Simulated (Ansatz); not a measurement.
Starting cell, AlN (zinc blende):

```
CELL_PARAMETERS angstrom
      0.00000     4.36982     4.36982
      2.18491     2.18491     4.36982
      2.18491     2.18491     0.00000
ATOMIC_POSITIONS crystal
  N  0.00000 0.75000 0.75000
  N  0.50000 0.75000 0.75000
  Al 0.00000 0.00000 0.00000
  Al 0.50000 0.00000 0.00000
```

A phonon eigenvector at X = (0.5, 0.5, 0.0) is frozen into this cell: atom i moves by Q times the vector below, so Q is the largest atomic displacement, in Å. The cell is held. (q is in reciprocal vectors of the primitive cell; the cell shown is doubled to hold the pattern.)

```csv
atom,x,y,z
N1,0.000,0.000,1.000
N2,0.000,0.000,-1.000
```

Atoms not listed stay in place.

The numbers are results of r2SCAN (plane waves to 500 eV, PAW, scalar-relativistic; Ansatz, a quantum-chemistry and plane-wave program), not measurements. k mesh 13×13×13 (Γ-centred), Fermi-Dirac smearing 0.05 eV. E stands for the smeared free energy. AlN was relaxed with its symmetry unable to fall. ΔE is measured from the undisplaced structure.

```csv
Q (Å),ΔE (meV/cell)
-0.180,withheld
-0.150,610
-0.120,391
-0.090,220
-0.060,98
-0.030,25
0.000,0
0.030,25
0.060,98
0.090,220
0.120,391
0.150,610
0.180,withheld
```

Q: Fit an even polynomial form (powers 2, 4) to the given rows and predict ΔE at Q = -0.180.

A: Least squares on the 11 given rows: ΔE = (27220)·Q² + (-4840)·Q⁴, in meV/cell with Q in Å; root-mean-square residual 0.2 meV/cell. At -0.180 the fit gives 877 meV/cell; the calculation gives 875 meV/cell, so the extrapolation is off by 2 (+0.2 %). The quadratic term alone would give 882 meV/cell.

(A displaced cell: forces are minus the slopes of the energy, force constants its curvatures, and phonons follow from these.)
